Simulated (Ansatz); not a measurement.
The elements of this relaxed trial crystal are hidden behind letters.

```
lattice vectors (Å)
   2.9120   -4.1375    0.0000
   2.9120    4.1375    0.0000
   0.0000    0.0000    2.8781
fractional positions
X 0.0000 0.5000 0.5000
X 0.5000 0.0000 0.5000
X 0.5000 0.5000 0.0000
Z 0.0000 0.0000 0.0000
Q 0.7452 0.2548 0.0000
Q 0.7415 0.7415 0.5000
Q 0.2585 0.2585 0.5000
Q 0.2548 0.7452 0.0000
```

The calculation used Ansatz 0.2.0, DFT PBE, scalar-relativistic, plane waves, PAW. Settings of the last relaxation (8-atom cell): 420 eV, 8×8×14 k points, Gaussian smearing of 0.10 eV, collinear spin.

* Space group: Cmmm (No. 65)
* Conventional cell: a = 5.824 Å, b = 8.275 Å, c = 2.878 Å
* Volume per atom: 8.67 Å³
* Density: 4.50 g/cm³
* Energy over the elements: −1.05 eV/atom
* Gap on the 8×8×14 mesh of the 8-atom cell: 0 eV (a metal)
* Net moment per atom: 0.23 μB

Energies are uncorrected and count from the elements' standard states at the same level.

Task: X is a p-block element of period 3, Z is a d-block element of period 4 and Q is a p-block element of period 2. Which elements are they?

Result: X = Al, Z = V, Q = N, so the formula is Al3VN4. Density times volume gives a mean mass of 4.50 × 8.67/1.6605 = 23.5 u per atom, and this set has 23.5 u. Al on a site of symmetry 2/m is surrounded by 6 N at 2.05–2.07 Å, 8 Al at 2.88–2.91 Å and 4 V at 2.91 Å; V has 6 N at 2.08–2.11 Å, 2 V at 2.88 Å and 10 Al at 2.91 Å; N on a site of symmetry m2m has 5 Al at 2.03–2.05 Å and 1 V at 2.11 Å; 2 more sites not described. Other sets within the hints have nearly the same mass, so mass alone doesn't settle it; this one was computed.

Another magnetic order may lie lower. A later test with randomly moved atoms came back to the same energy, though modes that don't fit the test's cell weren't probed.
